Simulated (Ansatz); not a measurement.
# BePt, first-principles data

BePt:
Space group P4/mmm (No. 123); a = 2.781 Å, b = 2.781 Å, c = 2.939 Å, α = 90.00°, β = 90.00°, γ = 90.00°

```json
[
 {"atom": "Be", "site": "1d", "symmetry": "4/mmm", "x": "0.5000", "y": "0.5000", "z": "0.5000"},
 {"atom": "Pt", "site": "1a", "symmetry": "4/mmm", "x": "0.0000", "y": "0.0000", "z": "0.0000"}
]
```

Space group P4/mmm (No. 123), L1₀ or tetragonal B2; conventional cell a = b = 2.781 Å, c = 2.939 Å, α = β = γ = 90.00°.

Method: r²SCAN in the plane-wave PAW code Ansatz. Structure relaxed to zero pressure with the same functional. Other levels are named where they apply.

Cell and energy:

- Volume per atom: 11.36 Å³
- Density: 14.91 g/cm³
- Formation energy from the elements (no fitted shifts): -0.77 eV/atom

Electronic structure:

- Electronic character = metallic (no gap)
- Density of states at the Fermi level = 0.20 states/eV per atom (mean over ±0.08 eV)
- Gap with spin–orbit coupling = none (metallic)

Mechanics:

* **Bulk modulus (Birch–Murnaghan fit)**: 223 GPa
* **Pressure derivative B′**: 4.5

Charges:

* **Bader charges**: Be +1.63, Pt -1.63 e

A made-up cell: these elements were put on the sites of a structure type; neither database checked (COD, Materials Project) lists it. Whether it is the stable phase at ambient conditions was not checked. The cell was relaxed with r²SCAN under the symmetry of its start; whether a distortion lowers the energy is not shown. No spin polarisation was allowed. Axis ratios of metals converge slowly with the k-mesh, so a and c are less sure than the volume. The references are the lowest solids computed at this level, not always the standard phases. Scalar-relativistic: spin–orbit coupling is off unless named, which matters more the heavier the elements.

Potentials: the earlier of the program's two PAW sets.
